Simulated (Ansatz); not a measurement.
## A film clamped to a substrate in Ti₂AlC

These are results of DFT PBEsol, scalar-relativistic, plane waves, PAW in Ansatz, not measurements. Cutoff 420 eV, Γ-centred 18×18×4 k-points, Gaussian smearing of 0.15 eV. No spin polarisation. Energies are free energies at this smearing, counted from the undisturbed cell; pressure is positive in compression.

The starting cell (relaxed at this level; it needn't be the usual structure):

```
Ti Al C
1.0
     3.03791    0.00000    0.00000
    -1.51895    2.63091    0.00000
     0.00000    0.00000   13.63650
Ti Al C
4 2 2
Direct
  0.33333 0.66667 0.08328
  0.66667 0.33333 0.58328
  0.66667 0.33333 0.91672
  0.33333 0.66667 0.41672
  0.33333 0.66667 0.75000
  0.66667 0.33333 0.25000
  0.00000 0.00000 0.00000
  0.00000 0.00000 0.50000
```

The cell (8 atoms, V0 = 108.99 Å³) is strained by p along both x and y and by q along z, fractional coordinates fixed. τp = (1/V0) ∂E/∂p = (σxx + σyy)(1 + p)(1 + q) and τq = (1/V0) ∂E/∂q = σzz(1 + p)², with tension positive.

| p | q | ΔE (meV/atom) | τp (GPa) | τq (GPa) |
| --- | --- | --- | --- | --- |
| 0.000 | 0.000 | 0.00 | 0.07 | -0.06 |
| -0.040 | 0.000 | 61.18 | -37.74 | -8.57 |
| 0.040 | 0.000 | 51.04 | 28.55 | 6.50 |
| 0.000 | -0.040 | 25.09 | -8.25 | -15.11 |
| 0.000 | 0.040 | 21.79 | 6.83 | 12.39 |

Task: Get the second derivatives of the energy density.

Result: Central differences give A = ∂τp/∂p = 829 GPa (C11 + C22 + 2 C12), C = ∂τq/∂q = 344 GPa (C33) and the cross term B = ∂τq/∂p = 188 GPa (C13 + C23); ∂τp/∂q = 189 GPa must equal B, and any difference shows higher-order terms. Steps this large leave an error of some per cent of A or C in all of these, which can swamp a small B. The ions are clamped.

Task: A film of this crystal grows with z along the normal on a substrate that imposes p. How does its thickness respond, and what does the misfit cost?

Result: Count p and q from the stress-free cell. A free surface needs τq = 0, so q = −(B/C) p = -0.55 p. The energy density left is (A − B²/C) p²/2 = M p², with the biaxial modulus M = 363 GPa; a misfit of 1 % costs 3.08 meV/atom, against 3.52 meV/atom if the thickness were held.

At p = 0.080 the energies along q are 185.7 (q = -0.080), 165.1 (q = -0.040), 185.7 (q = 0.000), 242.5 (q = 0.040), 329.9 (q = 0.080) meV/atom.

Task: Does the linear rule hold at this misfit?

Result: A parabola through the lowest point and its neighbours has its minimum at q = -0.040, 165.1 meV/atom. With the stress left in the starting cell, τp0 and τq0, linear elasticity gives q = −(τq0 + Bp)/C = -0.044 and E = V0(τp0 p + τq0 q + Ap²/2 + Bpq + Cq²/2)/N = 198.0 meV/atom. The energies differ by more than a tenth, so the quadratic law fails here: the gap holds the anharmonic part, with some error from the wide steps. Cubic terms also shift the vertex of so wide a parabola.

Forces appear on the atoms along this scan, and letting them relax would lower the energy and soften the response. In a metal these slopes depend on the k mesh and the smearing.